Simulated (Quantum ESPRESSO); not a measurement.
# Band energies of LiMgBN2

```xyz
5
Lattice="-1.9097 1.9097 4.4435 1.9097 -1.9097 4.4435 1.9097 1.9097 -4.4435" Properties=species:S:1:pos:R:3 pbc="T T T"
Li     1.9097     0.0000     2.2218
B      0.0000     0.0000     4.4435
N      0.0000     0.0000     5.7878
N      0.0000     0.0000     3.0993
Mg     0.0000     1.9097     2.2218
```

PBEsol (Quantum ESPRESSO, PseudoDojo norm-conserving, 84 Ry, without SOC); path ΓXYSΓZS1NPY1Z,XP; energies in eV from the valence-band maximum.

```csv
k (1/Å),point,band 9,band 10,band 11,band 12,band 13,band 14,band 15,band 16
0.00,Γ,-2.48,-2.13,-2.13,-1.37,-1.37,2.48,5.95,7.82
0.58,,-3.09,-3.05,-2.57,-1.67,-0.73,4.37,6.67,6.79
1.16,X,-4.00,-3.27,-2.99,-1.93,-0.45,4.95,5.61,6.65
1.16,Y,-3.97,-3.34,-2.88,-1.72,-0.41,5.24,5.66,6.27
1.61,,-3.70,-3.13,-2.58,-0.99,-0.39,4.82,6.05,7.00
1.83,S,-3.71,-2.98,-2.52,-0.79,-0.43,4.53,6.48,6.86
2.42,,-2.98,-2.74,-2.16,-1.20,-1.18,3.57,6.43,6.88
2.81,Γ,-2.48,-2.13,-2.13,-1.37,-1.37,2.48,5.95,7.82
2.99,,-2.61,-2.35,-2.35,-1.08,-1.08,2.64,5.94,7.63
3.52,Z,-3.62,-2.93,-2.93,0.00,0.00,3.39,6.27,6.53
4.19,S1,-3.71,-2.98,-2.52,-0.79,-0.43,4.53,6.48,6.86
4.57,N,-4.08,-2.60,-2.38,-1.12,-0.63,5.24,5.60,7.07
4.74,,-4.07,-2.63,-2.52,-1.10,-0.69,5.31,5.69,7.05
5.23,,-3.90,-3.36,-3.10,-1.13,-1.07,5.22,6.12,6.25
5.39,P,-3.90,-3.30,-3.28,-1.16,-1.09,5.15,6.19,6.22
5.81,Y1,-3.97,-3.34,-2.88,-1.72,-0.41,5.24,5.66,6.27
5.93,,-3.95,-3.38,-2.77,-1.48,-0.37,5.51,5.73,5.95
6.28,,-3.96,-3.22,-2.57,-0.63,-0.16,4.22,6.09,6.92
6.64,,-3.70,-2.95,-2.86,-0.05,-0.01,3.44,6.35,6.49
6.76,Z,-3.62,-2.93,-2.93,0.00,0.00,3.39,6.27,6.53
6.76,X,-4.00,-3.27,-2.99,-1.93,-0.45,4.95,5.61,6.65
7.11,P,-3.90,-3.30,-3.28,-1.16,-1.09,5.15,6.19,6.22
```

The PBEsol gap is indirect, 2.48 eV, from Z to Γ; the smallest direct gap is 3.39 eV.

Geometry of the Materials Project entry, not relaxed at this level.

The structure is a Materials Project entry; no match was found in the copy of COD used, and its stability was not checked.
